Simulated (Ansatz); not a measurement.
Below is a relaxed structure of MgGa2S5. The cell was found from a structure generator's guess, not taken from experiment.

Theory: DFT PBE, scalar-relativistic, plane waves, PAW (Ansatz 0.2.0). Cutoff 420 eV, Γ-centred mesh, Gaussian smearing, no spin polarisation.

```
Mg Ga S
1.0
     7.91007    0.00000    0.00000
    -3.95503    6.85032    0.00000
     0.00000    0.00000    4.77181
Mg Ga S
1 2 5
Direct
  0.00000 0.00000 0.00000
  0.33333 0.66667 0.50000
  0.66667 0.33333 0.50000
  0.33333 0.66667 0.00000
  0.00000 0.50000 0.50000
  0.50000 0.50000 0.50000
  0.50000 0.00000 0.50000
  0.66667 0.33333 0.00000
```

The zero of energy is the elements' standard structures at the same level; no fitted shifts are applied.

**Question.** Find its symmetry and describe it.

**Answer.** P6/mmm (No. 191). Conventional cell: a = 7.910 Å, c = 4.772 Å. Around Mg lie 18 S at 4.57–4.62 Å and 2 Mg at 4.77 Å (long contacts); Ga is surrounded by 5 S at 2.28–2.39 Å; around S on a site of symmetry -6m2 lie 2 Ga at 2.39 Å, 6 S at 3.30 Å, 3 S at 4.57 Å, 3 Mg at 4.57 Å and 2 S at 4.77 Å; S on a site of symmetry mmm has 2 Ga at 2.28 Å, 4 S at 3.30 Å, 4 S at 3.96 Å and 4 Mg at 4.62 Å.

**Question.** How far does it lie from the elements in energy?

**Answer.** +0.44 eV/atom. The separate elements lie lower, so it is unstable against them.

**Question.** Is it a metal?

**Answer.** Yes, bands cross the Fermi level on the 6×6×8 mesh.

**Question.** From what recipe could a structure generator have reached it?

**Answer.** One such recipe: 5-connected net, bridging atoms on its edges, guests in its cages (P6/mmm, No. 191). Other recipes can lead to the same cell.

The last run used a 6×6×8 mesh (in the run's order of axes) for its 8-atom cell and Gaussian smearing of 0.10 eV. The cell is a metal run without spin; a magnetic state may lie lower. The reference form of S is held partly by dispersion forces, which this level lacks. Symmetry constrained the relaxation, so the result can be a saddle point.
